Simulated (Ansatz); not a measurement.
PbS (zinc blende, space group No. 216) under volume change, the program Ansatz at the PBEsol level (PAW), scaled uniformly.

```csv
V (Å³/atom),E − E(relaxed) (meV/atom),P (GPa)
31.865,40.5,4.46
32.915,17.0,2.74
33.966,4.0,1.26
35.016,0.0,0.00
36.067,…,…
37.117,13.9,-2.01
38.168,…,…
```

### Question
Some entries are withheld; supply them.

### Answer

- 36.067, E − E(relaxed) (meV/atom): 3.6
- 36.067, P (GPa): -1.08
- 38.168, E − E(relaxed) (meV/atom): 29.7
- 38.168, P (GPa): -2.80

### Question
What does a third-order Birch–Murnaghan fit give for V₀, B₀ and B′?

### Answer
V₀ = 35.02 Å³/atom, B₀ = 38.9 GPa, B′ = 4.1.

Space group F-43m (zinc blende). The start of the workflow was typed in or built on a structure type; neither database checked (COD, Materials Project) lists it. It is not the phase usual at ambient conditions (space group No. 225). Symmetry was held in the PBEsol relaxation. At this level the phase is mechanically unstable. Scalar-relativistic: spin–orbit coupling is off unless named, which matters more the heavier the elements.

Potentials: the earlier of the program's two PAW sets. The files were generated under PBE; for other functionals the program regenerates the frozen cores, and for LDA and PBEsol the local potential too.
